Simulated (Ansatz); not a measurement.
**MnHg (Pm-3m): energy against the cell's spin moment**

The geometry is a structure as deposited in COD, held fixed and not relaxed.

The runs share PBE, 10×10×10 k mesh, Fermi–Dirac smearing of 0.1 eV. PAW means Ansatz 0.2.0 on its default frozen-core files; LAPW is all-electron LAPW in Ansatz 0.2.0. Site moments are integrated in spheres about the atoms, whose radii differ between the methods.

The reference run was typed so:

```yaml
crystal:
  lattice:
    - [3.315, 0.0, 0.0]
    - [0.0, 3.315, 0.0]
    - [0.0, 0.0, 3.315]
  atoms:
    - { symbol: Mn, position: [0.5, 0.5, 0.5], spin: 4.0 }
    - { symbol: Hg, position: [0.0, 0.0, 0.0] }
magnetization:
  spin_polarized: true
kpoints:
  mp_grid: { grid: [10, 10, 10] }
scf:
  occupations: { method: fermi_dirac, width: 0.1 }
  lower_state_search: "off"
hamiltonian:
  xc: pbe
  pseudopotentials: { kind: paw }
output:
  forces: true
  stress: true
  eigenvalues: true
  populations: true
  dos: { projected: true, de: 0.1, e_range: [-8, 5] }
  write_density: true
  write_potential: true
  elf: true
  volumetric_format: npy
```

Command: `ansatz run input.yaml --threads 1 --pin off --max-ram 3072MiB --backend cpu --events-out ev --progress --plain --runs-dir out`

The input for «total moment held at 1.55 μB» by PAW differs from it in these lines, output keys apart:

```diff
-    - { symbol: Mn, position: [0.5, 0.5, 0.5], spin: 4.0 }
+    - { symbol: Mn, position: [0.5, 0.5, 0.5], spin: 1.55 }
+  initial_magnetization: 1.55
+  spin_locking: { lock_magnetization: hard }
```

The input for «total moment held at 3.11 μB» by LAPW differs from it in these lines, output keys apart:

```diff
-    - { symbol: Mn, position: [0.5, 0.5, 0.5], spin: 4.0 }
+    - { symbol: Mn, position: [0.5, 0.5, 0.5], spin: 3.11 }
+  initial_magnetization: 3.11
+  spin_locking: { lock_magnetization: hard }
-  pseudopotentials: { kind: paw }
+  pseudopotentials: { kind: all_electron, lapw: { basis_error: 0.001 } }
```

Each run fixes M = N↑ − N↓ with two Fermi levels; the holding field B = (E_F↑ − E_F↓)/2μB is the slope of the free energy against M over μB. Energies count from each method's free run. The held moment starts on the atoms that carry the free run's moments.

Task: Does the cell keep a net moment when the moments are free, and how does its energy change with a held moment?

Result: The free run ends with M = 3.89 μB per cell. 
```csv
M (μB/cell),ΔF PAW (meV/cell),ΔF LAPW (meV/cell),"B, PAW (T)","largest site moment, PAW (μB)","pressure, PAW (GPa)"
0.00,+1387.6,–,–,0.00,-14.4
0.78,+1267.4,+1265.8,-5129,0.89,-13.3
1.55,+962.0,–,-8195,1.73,-11.4
2.33,+557.4,+556.2,-9508,2.55,-8.9
3.11,+176.8,+177.3,-6941,3.30,-4.9
3.50,+50.3,–,-4098,3.60,-2.4
4.47,+148.0,+147.5,+9282,4.18,4.8
5.05,+658.8,+658.3,+20022,4.44,10.7
```

Against an unpolarised PAW run, spin polarisation gains 693.8 meV per atom; the pressure goes from -14.4 to 0.2 GPa, the usual magnetovolume effect: the magnetic state wants the larger volume.

Task: Check μB·B = dF/dM between M = 4.47 and 5.05 μB with the PAW numbers.

Result: ΔF/ΔM = +510.8 meV / 0.58 = +880.7 meV per μB, which is +15215 T with μB = 0.05788 meV/T. The mean of the two holding fields is +14652 T. The slope equals the mean of B over the step, so the two agree where B(M) is nearly straight between its ends, and here they lie within a tenth of each other.

Separate runs put a uniform field on the spins (g = 2):

```json
{"field (T)": "500", "M PAW (μB/cell)": "3.924", "M LAPW (μB/cell)": "3.925"}
{"field (T)": "1000", "M PAW (μB/cell)": "3.961", "M LAPW (μB/cell)": "3.962"}
```

The rows needn't lie on one branch: at M = 0 the run is unmagnetised, so slopes across such rows needn't follow B.

The Ansatz runs typed with the search for lower states off end where their start leads. Spin–orbit coupling is left out although heavy atoms are present. These are results for the start and cell typed. The real compound can order otherwise, in a larger cell, or not at all, since semilocal functionals at zero temperature often overstate magnetism.
